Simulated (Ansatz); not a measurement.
Li:
```
CELL_PARAMETERS angstrom
      1.54739     0.89338     7.58601
     -1.54739     0.89338     7.58601
      0.00000    -1.78677     7.58601
ATOMIC_POSITIONS crystal
  Li 0.77776 0.77776 0.77776
  Li 0.22224 0.22224 0.22224
  Li 0.00000 0.00000 0.00000
```

Relaxed with r²SCAN.

### Question
Tabulate the valence density and the electron localisation function along the shortest Li–Li contact (3.09 Å), DFT-r²SCAN in the program Ansatz with PAW potentials.

### Answer


| distance from Li (Å) | density (e/Å³) | ELF |
|---|---|---|
| 0.31 | 4.44 | 0.96 |
| 0.46 | 1.42 | 0.60 |
| 0.62 | 0.23 | 0.08 |
| 0.77 | 0.07 | 0.02 |
| 0.93 | 0.05 | 0.03 |
| 1.08 | 0.05 | 0.15 |
| 1.24 | 0.05 | 0.38 |
| 1.39 | 0.05 | 0.52 |
| 1.55 | 0.05 | 0.56 |
| 1.70 | 0.05 | 0.52 |
| 1.86 | 0.05 | 0.38 |
| 2.01 | 0.05 | 0.15 |
| 2.17 | 0.05 | 0.03 |
| 2.32 | 0.07 | 0.02 |
| 2.48 | 0.23 | 0.08 |
| 2.63 | 1.42 | 0.60 |
| 2.79 | 4.44 | 0.96 |

The density is the valence pseudo-density with augmentation charge, so density and ELF within about 1 Å of a nucleus are not all-electron values.

Space group R-3m (9R (Sm type)). The first step of the workflow began from a Materials Project structure, measured or hypothetical; the Crystallography Open Database files this formula in space group No. 166, but the cells were not matched. It is not the phase usual at ambient conditions (space group No. 229). Symmetry was held in the r²SCAN relaxation; whether a distortion lowers the energy is not shown.

Potentials: the earlier of the program's two PAW sets.
